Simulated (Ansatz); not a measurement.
Computed with DFT PBE, scalar-relativistic, plane waves, PAW (Ansatz). Settings of the last relaxation (8-atom cell): 420 eV, 8×4×6 k points, Gaussian smearing of 0.02 eV, no spin polarisation.

Formation energies are uncorrected and count from the elements' standard states at the same level.

Problem. Give a relaxed trial structure of an orthorhombic semiconductor that holds Be and 2 more elements, with a gap near 1.7 eV, a formation energy near −0.72 eV/atom and about 22 Å³ per atom, in a cell of 8 atoms.

Solution. BeZn3Se4, space group Pmm2 (No. 25). Be is surrounded by 4 Se at 2.25–2.32 Å; around Zn on a site of symmetry m lie 4 Se at 2.46–2.47 Å; Zn on a site of symmetry mm2 has 4 Se at 2.46–2.49 Å; Se on a site of symmetry m is surrounded by 1 Be at 2.25 Å and 3 Zn at 2.47–2.49 Å; 2 more sites not described.

```
Be Zn Se
1.0
     3.94479    0.00000    0.00000
     0.00000    7.90548    0.00000
     0.00000    0.00000    5.60898
Be Zn Se
1 3 4
Cartesian
  1.9724 0.0000 2.8314
  0.0000 6.0272 0.0021
  0.0000 1.8783 0.0021
  1.9724 3.9527 2.7949
  1.9724 6.0613 4.1273
  0.0000 0.0000 1.6110
  1.9724 1.8442 4.1273
  0.0000 3.9527 1.3308
```

- Volume per atom: 21.86 Å³
- Density: 4.95 g/cm³
- Formation energy: −0.716 eV/atom
- Gap on the 8×4×6 mesh of the 8-atom cell: 1.65 eV

The structure comes from a generated guess, relaxed at this level; another structure or a mixture of phases may lie lower. The answer needn't be unique; the calculation gave this one.

Kohn–Sham gaps at this level usually fall short of measured ones. The reference form of Se is held partly by dispersion forces, which this level lacks. Symmetry constrained the relaxation, so the result can be a saddle point.
